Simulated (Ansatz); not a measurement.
## EuMn (CsCl-type structure)

The computed numbers are results of PBE+U (U_eff = 6 eV on Eu 4f), scalar-relativistic (collinear spin) in the plane-wave PAW code Ansatz at 420 eV, Γ-centred 8×8×8 mesh, 0.05 eV Gaussian smearing; PAW files: Ansatz's generated set soft_2.

```
Eu Mn
1.0
     3.75956    0.00000    0.00000
     0.00000    3.75956    0.00000
     0.00000    0.00000    3.75956
Eu Mn
1 1
Direct
  0.00000 0.00000 0.00000
  0.50000 0.50000 0.50000
```

This is a trial structure made by placing the elements on a prototype's sites, so it needn't be the stable form.

Magnetic state: ferrimagnetic, site spin moments Eu 7.07; Mn -3.96 μB.

The cell above was scaled in volume, its shape and atoms being fixed by the lattice's symmetry. Energies are counted from the cell above.

Cell and atoms are those of this level's equilibrium.

```csv
V (Å³/atom),ΔE (meV/atom),P from the stress (GPa)
25.108,6.82,1.71
25.507,3.30,1.15
26.038,0.68,0.52
26.569,0.00,0.02
27.101,0.62,-0.40
27.632,2.69,-0.84
28.429,8.31,-1.42
29.226,16.70,-2.01
```

Task: Do the energies and the pressures agree? Compare −ΔE/ΔV between neighbouring points (1 meV/Å³ = 0.1602 GPa) with the mean of their pressures.

Result: 
| interval (Å³/atom) | −ΔE/ΔV (GPa) | mean P (GPa) |
| --- | --- | --- |
| 25.11 to 25.51 | 1.4 | 1.4 |
| 25.51 to 26.04 | 0.8 | 0.8 |
| 26.04 to 26.57 | 0.2 | 0.3 |
| 26.57 to 27.10 | -0.2 | -0.2 |
| 27.10 to 27.63 | -0.6 | -0.6 |
| 27.63 to 28.43 | -1.1 | -1.1 |
| 28.43 to 29.23 | -1.7 | -1.7 |
They differ by 0.06 GPa at most.

Task: What do the two routes give for V0, B0 and B0′?

Result: A third-order Birch–Murnaghan fit of the energies: V0 = 26.59 Å³/atom, B0 = 24 GPa, B0′ = 3.9. A polynomial of P in ln V, with B = −dP/d ln V at P = 0: V0 = 26.59 Å³/atom, B0 = 24 GPa, B0′ = 6.3. The two B0′ disagree, so these points don't fix it: the range is narrow, and mesh and smearing noise enter a third derivative strongly.

B0·V0 = 24.1 GPa × 26.59 Å³ = 4.00 eV/atom sets the scale: near the minimum ΔE ≈ ½ B0 V0 x², with x = V/V0 − 1, and a pressure of 0.24 GPa squeezes the volume by about 1 %. At the ends of the curve: x = −5.6 % predicts 6.3 meV/atom and the run gives 6.8; x = +9.9 % predicts 19.6 meV/atom and the run gives 16.7. The curve is steeper than the parabola on the compressed side and flatter on the expanded side: the bulk modulus rises with pressure.

With a Hubbard U or exact exchange the result depends on the state in which the open shell ends, and a lower one can't be excluded. No spin–orbit coupling, a notable omission for heavy elements. Site moments are of spin, integrated over atomic spheres. A U of this size is made for insulators; in a metal, as here, it tends to take f weight out of the bonding and to swell the cell.
